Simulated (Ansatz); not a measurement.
One relaxed cell of Li2In2SiSe6 at several levels

A database entry relaxed whole under r2SCAN at zero pressure (Cc, No. 9):

```
Li In Si Se
1.0
     6.38448   -3.72427   -0.00028
     6.38448    3.72427   -0.00028
    -4.29174    0.00000   11.95823
Li In Si Se
4 4 2 12
Direct
  0.00737 0.41101 0.66323
  0.41101 0.00737 0.16323
  0.60344 0.39938 0.00100
  0.39938 0.60344 0.50100
  0.92589 0.11434 0.31054
  0.11434 0.92589 0.81054
  0.91142 0.77760 0.00746
  0.77760 0.91142 0.50746
  0.00533 0.54286 0.25072
  0.54286 0.00533 0.75072
  0.77160 0.26087 0.49432
  0.26087 0.77160 0.99432
  0.12803 0.66315 0.62091
  0.66315 0.12803 0.12091
  0.20870 0.71444 0.30409
  0.71444 0.20870 0.80409
  0.68637 0.72419 0.30261
  0.72419 0.68637 0.80261
  0.20455 0.24880 0.32955
  0.24880 0.20455 0.82955
  0.95932 0.44061 0.06286
  0.44061 0.95932 0.56286
```

Its volume is 25.85 Å³ an atom, +3.1 % against the entry's 25.07, a measured cell (2012, 296 K).

Single points on this cell with plane-wave PAW DFT (Ansatz 0.2.0; r2SCAN 500 eV, hybrids 420 eV; fermi-dirac occupations of width 0.020 eV; no moments): r2SCAN on a 4×4×4 Γ-centred mesh; r2SCAN with spin-orbit coupling on a 2×2×2 Γ-centred mesh; HSE06 on a 2×2×2 Γ-centred mesh; PBE0 on a 2×2×2 Γ-centred mesh.

Problem. What does each level give for gap and charges?

Solution. The runs give:

```tsv
level	gap (eV), or kind	pressure (GPa)	Bader charge of Li (e)	Bader charge of In (e)	Bader charge of Si (e)	Bader charge of Se (e)
r2SCAN	2.00	0.0	+0.90	+1.17	+2.30	-1.07
r2SCAN with spin-orbit coupling	1.96	0.1	+0.90	+1.16	+2.32	-1.07
HSE06	2.48	0.0	+0.89	+1.18	+2.31	-1.07
PBE0	3.16	-0.1	+0.89	+1.18	+2.32	-1.08
```

Under r2SCAN the gap is 2.00 eV, over mesh and band path. HSE06 moves it by +0.48 eV and PBE0 by +1.16 eV; PBE0 keeps its exact exchange at long range, which widens the gap over HSE06's by 0.68 eV on their common mesh. Spin-orbit coupling moves the r2SCAN gap by -0.04 eV.

Caveats: the relaxation kept the start's symmetry; HSE06 is read on its mesh and at the zone's corners, PBE0 on its mesh alone; hybrid pressures are good to a few tenths of a GPa; pressure is positive in compression.
